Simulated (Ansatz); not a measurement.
**Energy over volume and axial ratio for Be (hcp, Mg type)**

Be (hcp, Mg type)

Space group P6₃/mmc (No. 194); a = 2.257 Å, b = 2.257 Å, c = 3.553 Å, α = 90.00°, β = 90.00°, γ = 120.00°

```json
[
 {"atom": "Be", "site": "2d", "symmetry": "-6m2", "x": "0.6667", "y": "0.3333", "z": "0.2500"}
]
```

The relaxed cell is deformed in two ways at once: its volume V is scaled, and at that volume it is stretched along z (the c axis of the conventional cell) so that c/a changes. Fractional atomic positions are held.

Calculation: PBEsol (plane waves to 420 eV, PAW, scalar-relativistic; Ansatz, a quantum-chemistry and plane-wave program). k mesh 23×23×13 (Γ-centred), Fermi-Dirac smearing 0.05 eV. Energies are smeared free energies. Stress and pressure are positive under compression. With partly filled bands, the response to shear is sensitive to the k mesh, so small differences along c/a are uncertain. Be was relaxed with its symmetry unable to fall. The PAW data are Ansatz's earlier set. The zero of ΔE is the relaxed starting cell.

ΔE (eV/atom), with V/V₀ across and (c/a)/(c/a)₀ down:

```
(c/a)/(c/a)₀ \ V/V₀  0.960  0.980  1.000  1.020  1.040
-------------------  -----  -----  -----  -----  -----
0.960                0.016  0.012  0.010  0.010  0.013
0.980                0.008  0.004  0.002  0.003  0.007
1.000                0.005  0.001  0.000  0.001  0.005
1.020                0.007  0.003  0.002  0.004  0.007
1.040                0.014  0.010  0.009  0.011  0.014
```

P (GPa), with V/V₀ across and (c/a)/(c/a)₀ down:

```tsv
(c/a)/(c/a)₀ \ V/V₀	0.960	0.980	1.000	1.020	1.040
0.960	6.1	3.3	0.6	-1.8	-4.0
0.980	5.7	2.9	0.3	-2.1	-4.3
1.000	5.4	2.6	0.0	-2.4	-4.6
1.020	5.2	2.4	-0.2	-2.5	-4.7
1.040	5.2	2.4	-0.2	-2.6	-4.8
```

What the scan shows:

The modulus against c/a change at fixed volume, (3/4V)·∂²E/∂(ln c/a)² (fit, atoms clamped) is 180 GPa. Lowest place on the grid: V/V₀ = 1.000, (c/a)/(c/a)₀ = 1.000 (0 meV/atom). Highest place on the grid: V/V₀ = 0.960, (c/a)/(c/a)₀ = 0.960 (16 meV/atom).

The 25 points together took very roughly 60 core-seconds.

(A scan under strain: stresses follow from slopes of the energy per volume, elastic moduli from its curvatures.)
